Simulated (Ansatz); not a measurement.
Data:

SiO2:
```cif
data_O2Si
_chemical_formula_sum 'Si1 O2'
_space_group_name_H-M_alt 'P-3m1'
_space_group_IT_number 164
_space_group_name_Hall '-P 3 2"'
_cell_length_a 2.69841
_cell_length_b 2.69841
_cell_length_c 5.54425
_cell_angle_alpha 90.000
_cell_angle_beta 90.000
_cell_angle_gamma 120.000
loop_
_atom_site_label
_atom_site_type_symbol
_atom_site_symmetry_multiplicity
_atom_site_Wyckoff_symbol
_atom_site_fract_x
_atom_site_fract_y
_atom_site_fract_z
_atom_site_occupancy
Si1 Si 1 a 0.00000 0.00000 0.00000 1
O1 O 2 d 0.33333 0.66667 0.16517 1
```

This is the PBE-relaxed structure.

Question: All from PBE (plane waves, PAW; program Ansatz), unless another level is named. Predict the band gap.

Answer: 6.25 eV (indirect).

Question: Next, the hole effective mass?

Answer: 2.5, 3.1, 4.4 mₑ (principal values).

Question: What about the smallest direct gap on the standard path?

Answer: 6.72 eV.

Question: And the weight of the valence-edge state by species (Voronoi cells)?

Answer: O 96 %, Si 4 %.

Question: What about the weight of the conduction-edge state by species (Voronoi cells)?

Answer: O 68 %, Si 32 %.

Question: And the valence-band maximum?

Answer: on the K–Γ line, 61 % of the way from K.

The cell is a constructed one: a structure type filled with these elements; neither database checked (COD, Materials Project) lists it. It is not the phase usual at ambient conditions (space group No. 92, 152, 154). The cell was relaxed with PBE under the symmetry of its start; its stability against distortions is not shown here. A crystal of weakly bound layers computed without a dispersion correction: the cell and the soft elastic constants depend strongly on that.

Potentials: the later of the program's two PAW sets.
